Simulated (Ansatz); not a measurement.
Trial structure of Ti5Al6Ni, not yet relaxed:

```cif
data_structure
_symmetry_space_group_name_H-M 'P 1'
_symmetry_Int_Tables_number 1
_cell_length_a 2.7323
_cell_length_b 2.7323
_cell_length_c 23.4537
_cell_angle_alpha 90.000
_cell_angle_beta 90.000
_cell_angle_gamma 90.000
_cell_volume 175.10
loop_
_atom_site_label
_atom_site_type_symbol
_atom_site_fract_x
_atom_site_fract_y
_atom_site_fract_z
_atom_site_occupancy
Ti1 Ti 0.00000 0.00000 0.16667 1
Ti2 Ti 0.00000 0.00000 0.33333 1
Ti3 Ti 0.00000 0.00000 0.50000 1
Ti4 Ti 0.00000 0.00000 0.66667 1
Ti5 Ti 0.00000 0.00000 0.83333 1
Al1 Al 0.50000 0.50000 0.08333 1
Al2 Al 0.50000 0.50000 0.25000 1
Al3 Al 0.50000 0.50000 0.41667 1
Al4 Al 0.50000 0.50000 0.58333 1
Al5 Al 0.50000 0.50000 0.75000 1
Al6 Al 0.50000 0.50000 0.91667 1
Ni1 Ni 0.00000 0.00000 0.00000 1
```

The calculation used DFT PBE, scalar-relativistic, plane waves, PAW in Ansatz. Settings: cutoff 420 eV, Γ-centred mesh 6×6×1 on the computed 12-atom cell, Gaussian smearing of 0.10 eV; collinear spin from starting moments 0.0 0.0 0.0 0.0 0.0 0.0 0.0 0.0 0.0 0.0 0.0 2.0 μB.

The zero of energy is the elements' standard structures at the same level; no fitted shifts are applied.

Problem. Estimate its pressure, forces and energy as it stands.

Solution. The pressure is 9.6 GPa (the mean over three directions, positive in compression), the largest force is 1.75 eV/Å, and the energy is −0.34 eV/atom against the elements. The shortest distance is 2.73 Å.

Problem. Is it a good guess?

Solution. A fair one: relaxing gains about 0.11 eV/atom (the start's value is from the coarse mesh, so the gain is rough) in 10 ionic steps and ends at −0.45 eV/atom on the finer mesh. The symmetry stays P4/mmm (No. 123). The volume per atom grows by 6.5 %, from 14.6 to 15.5 Å³. The shortest distance goes from 2.73 Å (Al–Al, Ni–Ni and Ti–Ti) to 2.50 Å (Al–Ni). Conventional cell: a = 2.831 Å, c = 23.274 Å. Around Ti on a site of symmetry 4mm lie 4 Ti at 2.83 Å and 8 Al at 2.83–2.85 Å; Al on its first site has 4 Ni at 2.50 Å, 5 Al at 2.83–2.98 Å and 4 Ti at 2.83 Å; Ni has 8 Al at 2.50 Å and 4 Ni at 2.83 Å; 4 more sites not described.

The last run used a 14×14×2 mesh (in the run's order of axes) for its 12-atom cell and Gaussian smearing of 0.10 eV. Trial moments died out on the coarse mesh, so the last step has no spin; another magnetic start might hold. The relaxation can't lower the symmetry of the start, and the grade says only how near the guess is to its own end. A later test with randomly moved atoms came back to the same energy, though modes that don't fit the test's cell weren't probed.
